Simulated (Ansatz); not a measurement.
Structures of LiMg₆Mo: which is lowest?

Plane-wave DFT in Ansatz with scalar-relativistic PAW potentials, cutoff 420 eV, Γ-centred meshes chosen by cell and gap, Gaussian smearing with energies taken to zero width. Every cell was relaxed (cell and atoms) in a run of its own, within the symmetry of its start. Functional: PBE.

Relaxed structures (starts from databases or built by putting these elements on another compound's sites):
A. R-3, 8 atoms in the computed cell, a = 7.358 Å, c = 10.480 Å; sites (symmetry × multiplicity) Li -3. × 3, Mg 1 × 18, Mo -3. × 3; start: built
B. R-3m, 8 atoms in the computed cell, a = 7.870 Å, c = 10.762 Å; sites (symmetry × multiplicity) Li -3m × 3, Mg .m × 18, Mo -3m × 3; start: built

Question: Rank them by energy. Could pressure change the order?

Answer:
```csv
structure,group,E − E(lowest) (meV/atom),V (Å³/atom),gap on mesh (eV)
A,R-3,0.0,20.47,0.00
B,R-3m,353,24.05,0.00
```

A is lowest, 353 meV/atom under B. The lowest is also the densest of these, so pressure wouldn't bring one of the others in at first order. Other structures may lie lower than all of these, and vibrations aren't counted.